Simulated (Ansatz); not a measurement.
## MoN$_{2}$ (P4/mbm), tetragonal deformation path

Computed with Ansatz 0.2.0, DFT PBE, scalar-relativistic, plane waves, PAW. Settings: plane waves to 420 eV, k-mesh 12×12×20 (Γ-centred), Gaussian smearing 0.15 eV. No spin polarisation. Energies are free energies at this smearing, counted from the undisturbed cell; pressure is positive in compression.

Zero of the scan (relaxed at this level; with this scan's settings it stands at 0.1 GPa; it needn't be the usual structure):

```xyz
6
Lattice="4.3331 0.0000 0.0000 0.0000 4.3331 0.0000 0.0000 0.0000 2.7519" Properties=species:S:1:pos:R:3 pbc="T T T"
Mo    2.1665    2.1665    0.0000
Mo    0.0000    0.0000    0.0000
N     3.8473    1.6808    1.3759
N     0.4857    2.6523    1.3759
N     1.6808    0.4857    1.3759
N     2.6523    3.8473    1.3759
```

At fixed volume and fractional coordinates, lengths along (0.000, 0.000, 1.000) are scaled against those across it; ρ is that ratio over its starting value. The cell is metallic on the mesh throughout.

```
    ρ  ΔE (meV/atom) pressure (GPa)
0.800          535.2            11.1
0.850          287.4             5.7
0.920           77.3             1.4
0.960           18.6             0.2
1.000            0.0             0.1
1.050           27.4             1.2
1.100          102.7             3.4
1.200          348.0            10.2
1.300          645.0            19.3
```

Cost: 9 runs of about 1.6 core-minutes in all, on Intel Xeon 6975P-C (Granite Rapids) (shared hosts).